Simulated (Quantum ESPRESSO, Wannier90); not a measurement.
# CaO (rock salt): Wannier90 run

```
begin unit_cell_cart
ang
    0.0000000000    2.4035550000    2.4035550000
    2.4035550000    0.0000000000    2.4035550000
    2.4035550000    2.4035550000    0.0000000000
end unit_cell_cart
begin atoms_frac
Ca   0.0000000000  0.0000000000  0.0000000000
O    0.5000000000  0.5000000000  0.5000000000
end atoms_frac
```

Structure: Materials Project mp-2605, symmetrised, not relaxed again. COD (Crystallography Open Database) has an entry of this formula and space group (matched by these alone). Method: PBEsol plane waves in Quantum ESPRESSO 7.5 (PseudoDojo norm-conserving files, 68 Ry, no spin polarisation, no spin-orbit coupling), Bloch states on a 12×12×12 mesh through Γ, Wannier90 4.0.1. Density: 12×12×12 mesh, cold smearing 0.01 Ry.

A tight-binding model is made by disentanglement and projection with no localisation steps (num_iter = 0), so the 10 orbitals stay atom-like: hydrogen-like Ca: s;d; O: s;p, axes along x, y, z; frozen window up to 5.06 eV relative to the valence-band maximum. It follows pw.x to 3.9 meV rms for states up to 4.6 eV relative to the valence-band maximum. Matrix elements depend on this choice of orbitals and windows.

**Question.** What are the on-site energies relative to the valence-band maximum, and how fast do the hoppings decay?

**Answer.** 
```
atom     orbitals  energy (eV)
----  -----------  -----------
Ca1             s        11.61
Ca1    dz2 dx2-y2         8.65
Ca1   dxz dyz dxy         7.62
O2              s       -14.10
O2       pz px py        -0.28
```

```json
[
 {"distance of the centres (Å)": "2–3", "largest modulus (eV)": "1.5"},
 {"distance of the centres (Å)": "3–4", "largest modulus (eV)": "0.63"},
 {"distance of the centres (Å)": "4–5", "largest modulus (eV)": "0.22"},
 {"distance of the centres (Å)": "5–6", "largest modulus (eV)": "0.043"},
 {"distance of the centres (Å)": "6–7", "largest modulus (eV)": "0.054"},
 {"distance of the centres (Å)": "7–8", "largest modulus (eV)": "0.027"},
 {"distance of the centres (Å)": "8–9", "largest modulus (eV)": "0.0093"},
 {"distance of the centres (Å)": "9–10", "largest modulus (eV)": "0.0078"},
 {"distance of the centres (Å)": "10–11", "largest modulus (eV)": "0.0082"},
 {"distance of the centres (Å)": "11–12", "largest modulus (eV)": "0.0018"},
 {"distance of the centres (Å)": "12–13", "largest modulus (eV)": "0.0022"}
]
```
